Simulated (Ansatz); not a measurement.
ZrB2 in Ansatz, relaxation

Run with:

```bash
ansatz run input.yaml --threads 2 --pin off --max-ram 3584MiB --backend cpu --events-out ev --progress --plain --runs-dir out
```

Input:

```yaml
crystal:
  lattice:
    - [1.600761, 2.7726, 0.0]
    - [-1.600761, 2.7726, 0.0]
    - [0.0, 0.0, 3.560619]
  atoms:
    - { symbol: Zr, position: [0.0, 0.0, 0.0] }
    - { symbol: B, position: [0.3333, 0.3334, 0.5] }
    - { symbol: B, position: [0.6666, 0.6667, 0.5] }
  symmetry: { tolerance: 0.0003 }
kpoints:
  mp_grid: { grid: [11, 11, 9], shift: [0, 0, 0] }
magnetization:
  spin_polarized: false
scf:
  occupations: { method: fermi_dirac }
  lower_state_search: "off"
hamiltonian:
  pseudopotentials: { kind: paw }
  xc: r2scan
basis:
  ecutwfc: 500
  fft_grid_basis: typed
relax:
  max_steps: 80
  cell: { p_target: 5.0 }
  f_tol: 0.03
output:
  forces: true
  stress: true
  eigenvalues: true
  bader: true
  populations: true
  elf: true
  write_potential: true
  volumetric_format: npy
  dos:
    e_range: [-12, 8]
    de: 0.05
    projected: { site_lists: { B: [B], Zr: [Zr] } }
checkpoint:
  read: saved_state
```

Origin of the cell: a database entry, scaled a little.

The smearing width isn't typed, so it takes its default of 0.1 eV.

The saved state is a converged single point of the same cell.

Steps («new basis» is an SCF on plane waves selected anew at the same cell):

| step | ΔH (meV/atom) | max force component (eV/Å) | P (GPa) | volume (Å³) | SCF iterations | step was |
| --- | --- | --- | --- | --- | --- | --- |
| 1 | 0.0 | 0.000 | -5.71 | 31.61 | 5 | accepted |
| 2 | -10.4 | 0.000 | 11.08 | 29.56 | 6 | accepted |
| 3 | -16.2 | 0.000 | 4.86 | 30.27 | 5 | accepted |
| 4 | -16.4 | 0.000 | 4.77 | 30.27 | 4 | accepted |
| 5 | -16.5 | 0.000 | 5.00 | 30.25 | 3 | accepted |
| 6 | -16.2 | 0.000 | 4.99 | 30.25 | 5 | new basis |

Step 1, with forces in eV/Å:

```xyz
3
Lattice="1.601 2.773 0.000 -1.601 2.773 0.000 0.000 0.000 3.561" Properties=species:S:1:pos:R:3:forces:R:3 pbc="T T T" step=1
Zr    0.000    0.000    0.000    0.000    0.000    0.000
B     0.000    1.848    1.780    0.000    0.000    0.000
B     0.000    3.697    1.780    0.000    0.000    0.000
```

Step 2, with forces in eV/Å:

```xyz
3
Lattice="1.570 2.720 0.000 -1.570 2.720 0.000 0.000 0.000 3.460" Properties=species:S:1:pos:R:3:forces:R:3 pbc="T T T" step=2
Zr    0.000    0.000    0.000    0.000    0.000    0.000
B     0.000    1.813    1.730    0.000    0.000    0.000
B     0.000    3.627    1.730    0.000    0.000    0.000
```

Step 3, with forces in eV/Å:

```xyz
3
Lattice="1.571 2.721 0.000 -1.571 2.721 0.000 0.000 0.000 3.541" Properties=species:S:1:pos:R:3:forces:R:3 pbc="T T T" step=3
Zr    0.000    0.000    0.000    0.000    0.000    0.000
B     0.000    1.814    1.770    0.000    0.000    0.000
B     0.000    3.628    1.770    0.000    0.000    0.000
```

Step 4, with forces in eV/Å:

```xyz
3
Lattice="1.575 2.727 0.000 -1.575 2.727 0.000 0.000 0.000 3.525" Properties=species:S:1:pos:R:3:forces:R:3 pbc="T T T" step=4
Zr    0.000    0.000    0.000    0.000    0.000    0.000
B     0.000    1.818    1.762    0.000    0.000    0.000
B     0.000    3.636    1.762    0.000    0.000    0.000
```

Step 6, with forces in eV/Å:

```xyz
3
Lattice="1.574 2.726 0.000 -1.574 2.726 0.000 0.000 0.000 3.526" Properties=species:S:1:pos:R:3:forces:R:3 pbc="T T T" step=6
Zr    0.000    0.000    0.000    0.000    0.000    0.000
B     0.000    1.817    1.763    0.000    0.000    0.000
B     0.000    3.634    1.763    0.000    0.000    0.000
```

```
Enthalpy lowered by     : 16.2 meV/atom
Volume change           : -4.30 %
Final pressure          : 4.99 GPa
Relaxation steps listed : 6
```

Caveats: no moments, though an odd count or open d shells may carry them; the relaxation held the start's symmetry, so the end may be a saddle point.

It ran for 25 s on 2 threads of Arm Neoverse V1 (shared host), peak memory 0.43 GiB, from a saved density.
